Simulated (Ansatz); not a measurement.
These are results of Ansatz, DFT PBE, scalar-relativistic, plane waves, PAW, not measurements. All cells share a 420 eV cutoff and Γ-centred k meshes spaced at most about 0.3 Å⁻¹ (about 0.25 or finer for metals, 2π included). Collinear spin in cells that started with moments and kept them past the coarse steps, no spin elsewhere.

Temperature and zero-point effects are left out. All come from trial cells, and lower structures may exist.

Question: These unrelaxed guesses for HfZrS3 are each relaxed within their symmetry. Order them by the energy at which they end, lowest first.
A.

```cif
data_structure
_symmetry_space_group_name_H-M 'R3m:H'
_symmetry_Int_Tables_number 160
_cell_length_a 6.6021
_cell_length_b 6.6021
_cell_length_c 8.1206
_cell_angle_alpha 90.000
_cell_angle_beta 90.000
_cell_angle_gamma 120.000
_cell_volume 306.54
loop_
_atom_site_label
_atom_site_type_symbol
_atom_site_symmetry_multiplicity
_atom_site_Wyckoff_symbol
_atom_site_fract_x
_atom_site_fract_y
_atom_site_fract_z
_atom_site_occupancy
Zr1 Zr 3 a 0.33333 0.66667 0.18491 1
Hf1 Hf 3 a 0.33333 0.66667 0.67552 1
S1 S 9 b 0.49983 0.99966 0.01697 1
```

B.

```cif
data_structure
_symmetry_space_group_name_H-M 'P4mm'
_symmetry_Int_Tables_number 99
_cell_length_a 3.9160
_cell_length_b 3.9160
_cell_length_c 6.6693
_cell_angle_alpha 90.000
_cell_angle_beta 90.000
_cell_angle_gamma 90.000
_cell_volume 102.27
loop_
_atom_site_label
_atom_site_type_symbol
_atom_site_symmetry_multiplicity
_atom_site_Wyckoff_symbol
_atom_site_fract_x
_atom_site_fract_y
_atom_site_fract_z
_atom_site_occupancy
Zr1 Zr 1 a 0.00000 0.00000 0.53840 1
Hf1 Hf 1 a 0.00000 0.00000 0.11926 1
S1 S 2 c 0.50000 0.00000 0.27373 1
S2 S 1 b 0.50000 0.50000 0.44211 1
```

C.

```cif
data_structure
_symmetry_space_group_name_H-M 'Pm-3m'
_symmetry_Int_Tables_number 221
_cell_length_a 4.7480
_cell_length_b 4.7480
_cell_length_c 4.7480
_cell_angle_alpha 90.000
_cell_angle_beta 90.000
_cell_angle_gamma 90.000
_cell_volume 107.04
loop_
_atom_site_label
_atom_site_type_symbol
_atom_site_symmetry_multiplicity
_atom_site_Wyckoff_symbol
_atom_site_fract_x
_atom_site_fract_y
_atom_site_fract_z
_atom_site_occupancy
Zr1 Zr 1 b 0.50000 0.50000 0.50000 1
Hf1 Hf 1 a 0.00000 0.00000 0.00000 1
S1 S 3 d 0.50000 0.00000 0.00000 1
```

D.

```cif
data_structure
_symmetry_space_group_name_H-M 'P4/mmm'
_symmetry_Int_Tables_number 123
_cell_length_a 5.8202
_cell_length_b 5.8202
_cell_length_c 3.6755
_cell_angle_alpha 90.000
_cell_angle_beta 90.000
_cell_angle_gamma 90.000
_cell_volume 124.51
loop_
_atom_site_label
_atom_site_type_symbol
_atom_site_symmetry_multiplicity
_atom_site_Wyckoff_symbol
_atom_site_fract_x
_atom_site_fract_y
_atom_site_fract_z
_atom_site_occupancy
Zr1 Zr 1 b 0.00000 0.00000 0.50000 1
Hf1 Hf 1 d 0.50000 0.50000 0.50000 1
S1 S 2 e 0.00000 0.50000 0.50000 1
S2 S 1 a 0.00000 0.00000 0.00000 1
```

Answer: A (ends in R3m, 0 meV/atom), D (ends in P4/mmm, 88 meV/atom), B (ends in P4mm, 0.34 eV/atom), C (ends in Pm-3m, cubic perovskite type, 0.42 eV/atom).

These runs have no spin–orbit coupling, which can matter for Hf. Another magnetic order may lie lower. Cells relaxed within their symmetry can be saddle points. Some types were kept out of the candidates beforehand, so the set may lack a known form.
